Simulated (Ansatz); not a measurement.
Starting cell, GaN (zinc blende):

```
CELL_PARAMETERS angstrom
      0.00000     2.27425     2.27425
      2.27425     0.00000     2.27425
      2.27425     2.27425     0.00000
ATOMIC_POSITIONS crystal
  N  0.75000 0.75000 0.75000
  Ga 0.00000 0.00000 0.00000
```

In this cell atom 2 (Ga, nearest neighbour N at 1.970 Å; its periodic images, 3.2 Å or more away, move with it) is moved by s towards the nearest neighbour, unit vector (-0.577, 0.577, 0.577); all other atoms and the cell stay fixed.

Method: PBE (plane waves to 420 eV, PAW, scalar-relativistic; Ansatz, an electronic-structure program). k mesh 10×10×10 (Γ-centred), Fermi-Dirac smearing 0.05 eV. Energies are smeared free energies. GaN was relaxed with its symmetry unable to fall. ΔE is measured from the undisplaced structure.

```csv
s (Å),ΔE (meV/cell)
-0.200,163
-0.160,112
-0.120,67
-0.080,32
-0.040,9
0.000,0
0.040,10
0.080,42
0.120,101
0.160,192
0.200,321
```

Task: What force constant k = d²E/ds² at s = 0 does the table give?

Result: 11 eV/Å². It is the second difference of the nearest points, corrected with the next pair.

Task: With k = 11.44 eV/Å² from the forces, is the well harmonic out to s = 0.200 Å?

Result: ½ks² = 229 meV/cell against the computed 321 meV/cell, so the well is stiffer than harmonic there.

(For displaced atoms, the force is minus the slope of the energy, and its curvature is a force constant, which sets phonon frequencies.)
